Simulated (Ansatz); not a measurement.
Consider the following.

Zr$_{3}$N$_{4}$:
```yaml
crystal:
  lattice:
    - [-3.35129, 3.35129, 3.35129]
    - [3.35129, -3.35129, 3.35129]
    - [3.35129, 3.35129, -3.35129]
  atoms:
    - { symbol: Zr, position: [0.25000, 0.62500, 0.37500] }
    - { symbol: Zr, position: [0.75000, 0.87500, 0.12500] }
    - { symbol: Zr, position: [0.37500, 0.25000, 0.62500] }
    - { symbol: Zr, position: [0.12500, 0.75000, 0.87500] }
    - { symbol: Zr, position: [0.62500, 0.37500, 0.25000] }
    - { symbol: Zr, position: [0.87500, 0.12500, 0.75000] }
    - { symbol: N, position: [0.14181, 0.14181, 0.14181] }
    - { symbol: N, position: [0.50000, 0.00000, 0.35819] }
    - { symbol: N, position: [0.00000, 0.35819, 0.50000] }
    - { symbol: N, position: [0.35819, 0.50000, 0.00000] }
    - { symbol: N, position: [0.64181, 0.64181, 0.64181] }
    - { symbol: N, position: [0.50000, 0.00000, 0.85819] }
    - { symbol: N, position: [0.85819, 0.50000, 0.00000] }
    - { symbol: N, position: [0.00000, 0.85819, 0.50000] }
```

This is the PBEsol-relaxed structure. Tensor components refer to the Cartesian frame of this cell.

Problem. All from PBEsol in the plane-wave PAW code Ansatz, unless another level is named. Estimate the Young's modulus.

Solution. 356 GPa.

Problem. Give the piezoelectric stress constants (proper, relaxed ions, C/m²).

Solution. e14 = e25 = e36 = -1.12.

Problem. What about the elastic constants (relaxed ions, GPa)?

Solution. C11 = 436, C12 = 150, C44 = 141.

Space group I-43d. Symmetry was held in the PBEsol relaxation. The run is not spin-polarised.

Potentials: the later of the program's two PAW sets.
